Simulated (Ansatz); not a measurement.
HfSiSe:
```yaml
crystal:
  lattice:
    - [3.57803, 0.00000, 0.00000]
    - [0.00000, 3.57803, 0.00000]
    - [0.00000, 0.00000, 8.24580]
  atoms:
    - { symbol: Hf, position: [0.00000, 0.50000, 0.74439] }
    - { symbol: Hf, position: [0.50000, 0.00000, 0.25561] }
    - { symbol: Si, position: [0.00000, 0.00000, 0.00000] }
    - { symbol: Si, position: [0.50000, 0.50000, 0.00000] }
    - { symbol: Se, position: [0.50000, 0.00000, 0.62063] }
    - { symbol: Se, position: [0.00000, 0.50000, 0.37937] }
```

Relaxed with PBEsol. Special points in fractions of this cell's reciprocal vectors: Γ (0.000, 0.000, 0.000); X (0.000, 0.500, 0.000); M (0.500, 0.500, 0.000); Z (0.000, 0.000, 0.500); R (0.000, 0.500, 0.500); A (0.500, 0.500, 0.500).

**Question.** List the band energies nearest the Fermi level at these points for PBEsol with spin–orbit coupling (plane waves, PAW; program Ansatz).

**Answer.** In eV from the Fermi level; about four levels below and three above (degenerate sets whole), none deeper than 8.9 eV; points with the same levels are listed once.

```json
[
 {"k": "Γ", "below": "-1.01 -1.01 -0.18 -0.18", "above": "0.98 0.98 1.48 1.48"},
 {"k": "X", "below": "-0.70 -0.70 -0.70 -0.70", "above": "0.65 0.65 0.65 0.65"},
 {"k": "M", "below": "-2.26 -2.26 -2.26 -2.26", "above": "3.06 3.06 3.06 3.06"},
 {"k": "Z", "below": "-1.82 -1.82 -1.39 -1.39", "above": "0.73 0.73 1.40 1.40"},
 {"k": "R", "below": "-0.46 -0.46 -0.46 -0.46", "above": "0.69 0.69 0.69 0.69"},
 {"k": "A", "below": "-2.26 -2.26 -2.26 -2.26", "above": "0.72 0.72 0.72 0.72"}
]
```

Space group P4/nmm. The first step of the workflow began from a Materials Project structure, measured or hypothetical; the Crystallography Open Database files this formula in space group No. 129, but the cells were not matched. Its standing as an ambient phase is unchecked. Symmetry was held in the PBEsol relaxation; its stability against distortions is not shown here. No spin polarisation was allowed.

Potentials: the later of the program's two PAW sets.
